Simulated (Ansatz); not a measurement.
# Zone-centre phonons of ScAl at 15 GPa: input and output

Method: DFT LDA, scalar-relativistic, plane waves, PAW in Ansatz.

Launched with:
```bash
ansatz run input.yaml --threads 1 --pin off --max-ram 3072MiB --backend cpu --events-out ev --progress --plain --runs-dir out
```

Input (bare energies are in eV):
```yaml
crystal:
  lattice:
    - [3.1655117545, 0.0, 0.0]
    - [0.0, 3.1655117545, 0.0]
    - [0.0, 0.0, 3.1655117545]
  atoms:
    - { symbol: Sc, position: [0.5, 0.5, 0.5] }
    - { symbol: Al, position: [0.0, 0.0, 0.0] }
basis:
  ecutwfc: 420
kpoints:
  mp_grid: { grid: [14, 14, 14] }
hamiltonian:
  xc: lda
scf:
  occupations: { method: fermi_dirac, width: 0.15 }
output:
  eigenvalues: true
phonons:
  method: dfpt
  eigenvectors: true
```

Results section of the output:
```
--- Phonons (Γ-DFPT): 2 representative perturbations + reference, on 288 of 2744 k-points (Σ response iterations 6) ---
  k mesh reduced under 8 symmetry operations, with k and −k counted as one. Each operation leaves every solved perturbation unchanged. A smaller set is not used because it would not reduce the number of displacements ...
  ASR residual: 8.676e-4 → 0.000e0 eV/Å²; symmetrization residual: 5.520e-7 eV/Å²
  ASR residual per site (eV/Å²): 8.68e-4 7.73e-6
  Γ frequencies (cm⁻¹): 0.00 0.00 0.00 360.12 360.12 360.12
  non-analytic LO–TO correction: not included (Born effective charges unavailable; polar crystals: no LO–TO splitting at Γ)
```

The run took 34 s on 1 thread of AMD EPYC (Zen 3), on a shared host, peak memory 0.65 GiB.

In a metal, frequencies and elastic constants depend on the k mesh and the smearing, soft modes and shear constants most. Other phases may be more stable at this pressure.